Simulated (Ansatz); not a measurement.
Values for one crystal, relaxed and computed with r²SCAN (plane waves, PAW; program Ansatz); other levels are named.

```yaml
volume_per_atom: 55.66 Å³
electronic_character: metallic (no gap)
zero_point_energy: 12.7 meV/atom
mechanical_stability: stable (all eigenvalues of C positive)
Gap with spin–orbit coupling: none (metallic)
dynamical_stability_on_the_path: stable (no imaginary branch)
Elastic constants (relaxed ions, GPa): C11 = 12.3, C12 = 10.7, C44 = 11.1
```

Task: Which compound is it?
A. Cs, β-Sn type
B. Sc, simple cubic
C. Sm, simple cubic
D. Sr, bcc (W type)

Result: D, Sr, bcc (W type)

Space group Im-3m (bcc (W type)). This is a known high-temperature phase of the composition, computed here at zero pressure and temperature. The r²SCAN relaxation kept the symmetry of its start. As this level gives no gap, shear constants depend on the k-mesh and smearing (Fermi–Dirac, 0.1 eV here). Spin–orbit coupling is left out wherever it is not named.

Potentials: the later of the program's two PAW sets.
